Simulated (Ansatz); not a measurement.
Relaxed-ion elastic tensor of GaN (wurtzite, space group No. 186) in GPa (Voigt order), DFT-LDA in the program Ansatz with PAW potentials; density 6.29 g/cm³, 11.05 Å³ per atom.

```
     1    2    3     4     5    6
-  ---  ---  ---  ----  ----  ---
1  367  138  100   0.0   0.0  0.0
2  138  367  100   0.0   0.0  0.0
3  100  100  410   0.0   0.0  0.0
4  0.0  0.0  0.0  96.6   0.0  0.0
5  0.0  0.0  0.0   0.0  96.6  0.0
6  0.0  0.0  0.0   0.0   0.0  115
```

**Question.** Is the crystal mechanically stable?

**Answer.** Yes: the smallest eigenvalue of C is 96.6 GPa.

**Question.** Work out the Voigt, Reuss and Hill averages.

**Answer.** K_V = 202, K_R = 202, K_H = 202; G_V = 115, G_R = 112, G_H = 114 GPa.

**Question.** Give Young's modulus, Poisson's ratio, Pugh's ratio and the universal anisotropy index.

**Answer.** E = 9KG/(3K + G) = 287 GPa; ν = 0.26; K/G = 1.78 (near the Pugh limit of 1.75, no verdict); A_U = 5G_V/G_R + K_V/K_R − 6 = 0.15.

**Question.** Estimate the sound speeds and the Debye temperature.

**Answer.** v_l = √((K + 4G/3)/ρ) = 7500 m/s, v_t = √(G/ρ) = 4250 m/s, mean 4730 m/s; Θ = (h/k)(3n/4πV)^(1/3) v_m = 632 K.

**Question.** How much does each axis shrink under pressure?

**Answer.** Linear compressibilities β_i = Σ_j S_ij (j = 1 to 3): x 1.7, y 1.7, z 1.6 per TPa.

Space group P6_3mc (wurtzite). The cell was relaxed with LDA under the symmetry of its start; phonons on a q-mesh show no instability.

Potentials: the earlier of the program's two PAW sets.
